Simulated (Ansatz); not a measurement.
## Structure relaxation, Ba

The start is a relaxed Ba cell, doubled along one cell vector, shaken by Gaussian noise of σ = 0.08 Å a coordinate. The cell and all atomic positions are relaxed at zero pressure with r2SCAN (plane waves to 500 eV, PAW, scalar-relativistic; Ansatz, an electronic-structure program). The first steps use a coarse 4×8×5 k-mesh.

Starting cell:
```yaml
crystal:
  lattice:
    - [9.03772, 0.00000, 0.00000]
    - [-2.25943, 3.91345, 0.00000]
    - [0.00000, 0.00000, 7.48863]
  atoms:
    - { symbol: Ba, position: [0.16024, 0.65309, 0.26767] }
    - { symbol: Ba, position: [0.67196, 0.65018, 0.24047] }
    - { symbol: Ba, position: [0.32820, 0.33432, 0.75288] }
    - { symbol: Ba, position: [0.83508, 0.33420, 0.76441] }
```

Problem. How much energy is released per atom?

Solution. 0.04 eV/atom.

Problem. What band gap does the relaxed structure have at this level?

Solution. No gap (metallic).

Problem. Give the final cell and atomic positions.

Solution. 
Space group Im-3m (No. 229); a = b = c = 5.070 Å, α = β = γ = 90.00°

```csv
atom,site,symmetry,x,y,z
Ba,2a,m-3m,0.0000,0.0000,0.0000
```
(The calculation used a cell of 1 atom; values per cell refer to that cell.)

Final values are on a 13×13×13 k-mesh of the relaxed cell. No spin polarisation in the result.

Of the parent cell (P6₃/mmc (No. 194)): The relaxed structure has the type that Ba is known to take under pressure; here it was relaxed at zero pressure, from a generated start.
